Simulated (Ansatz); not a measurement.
All numbers below come from DFT PBE, scalar-relativistic, plane waves, PAW, and for the lanthanide a 4f-in-core norm-conserving potential (Ansatz 0.2.0). Settings: cutoff 690 eV, Γ-centred meshes spaced at most about 0.3 Å⁻¹, and about 0.25 Å⁻¹ or finer for metals (2π included), Gaussian smearing. No spin polarisation in the final relaxations.

Temperature and zero-point effects are left out.

Two forms of K2Sm were relaxed alike.

A. Space group Fm-3m (No. 225), cubic, a = 9.472 Å. K is surrounded by 4 Sm at 4.10 Å and 6 K at 4.74 Å; Sm has 8 K at 4.10 Å.

B. Space group Fd-3m (No. 227), cubic, a = 10.541 Å. Around K lie 6 K at 3.73 Å and 6 Sm at 4.37 Å; around Sm lie 12 K at 4.37 Å and 4 Sm at 4.56 Å.

Question: Which would you expect to be lower, and how large is the difference?

Answer: B is lower, by 0.38 eV/atom. A has the fluorite type, space group Fm-3m (No. 225), 70.8 Å³/atom and no gap on its mesh; B has the cubic Laves (C15) type, space group Fd-3m (No. 227), 48.8 Å³/atom and no gap. Counting all near atoms (those within 1.25 times the shortest distance at each site; a plus sign parts nearer from farther groups), A has K 4+6, Sm 8 and B has K 6+6, Sm 16. The denser one is the lower, and pressure would at first widen the difference. Even the lower one lies +0.65 eV/atom against the reference forms of the elements (uncorrected), so neither is stable at this level. Both come from invented guesses. A third cell relaxed alike, in P6/mmm, lies 118 meV/atom below the lower of the two.

Cells relaxed within their symmetry can be saddle points.

The lanthanide is trivalent by construction, without f bands, f moments or other valences.
